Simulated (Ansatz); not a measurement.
One input, then a changed one: Mo (bcc type)

First run: DFT, PBE, PAW with Ansatz's default frozen-core files, scalar-relativistic (Ansatz 0.2.0).

Command: `ansatz run input.yaml --threads 1 --pin off --max-ram 3584MiB --backend cpu --events-out ev --progress --plain --runs-dir out` It took 7.2 s on 1 thread of Arm Neoverse V2 (shared host), peak memory 0.32 GiB.

```yaml
crystal:
  lattice:
    - [-1.5813925127, 1.5813925127, 1.5813925127]
    - [1.5813925127, -1.5813925127, 1.5813925127]
    - [1.5813925127, 1.5813925127, -1.5813925127]
  atoms:
    - { symbol: Mo, position: [0.0, 0.0, 0.0] }
kpoints:
  mp_grid: { grid: [19, 19, 19] }
scf:
  occupations: { method: fermi_dirac, width: 0.1 }
hamiltonian:
  xc: pbe
  pseudopotentials: { kind: paw }
output:
  forces: true
  stress: true
  write_density: true
  write_potential: true
  elf: true
  volumetric_format: npy
relax:
  f_tol: 0.005
  max_steps: 40
  cell: {}
```

The start is a guessed cell.

This run: bulk cell relaxed.

It converges in 17 SCF iterations over all geometries at a pressure of 0.00 GPa, ending at 15.79 Å³/atom, cutoff 420 eV.

The input is then changed:

```diff
   stress: true
-  write_density: true
-  write_potential: true
-  elf: true
-  volumetric_format: npy
 relax:
   cell: {}
+basis:
+  ecutrho_ratio: 9
```

Problem. What does the second run give?

Solution. It converges in 17 SCF iterations over all geometries at a pressure of 0.00 GPa, ending at 15.79 Å³/atom, cutoff 420 eV, free energy 0.0 meV/atom against the first run's.
